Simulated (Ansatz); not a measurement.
**Ga (hcp): energy against volume**

All numbers below come from Ansatz, DFT, LDA (PW92), plane waves (420 eV) with PAW, scalar-relativistic. (PAW data from PBE, frozen cores regenerated.)

The cell is scaled uniformly from the relaxed one, with fractional coordinates and shape fixed. Energies are extrapolated to zero smearing, pressures are those at the given smearing. Magnetic state: spin not included.

A Birch-Murnaghan fit gives V₀ = 17.32 Å³/atom, B₀ = 63 GPa, B₀′ = 4.8.

Problem. What are the energy above the minimum and the pressure at 15.880 Å³/atom?

Solution. 27.7 meV/atom and 6.70 GPa as computed.

Problem. What are the energy above the minimum and the pressure at 18.641 Å³/atom?

Solution. 17.3 meV/atom and -3.89 GPa as computed.

Problem. What are the energy above the minimum and the pressure at 19.332 Å³/atom?

Solution. 37.3 meV/atom and -5.32 GPa as computed.
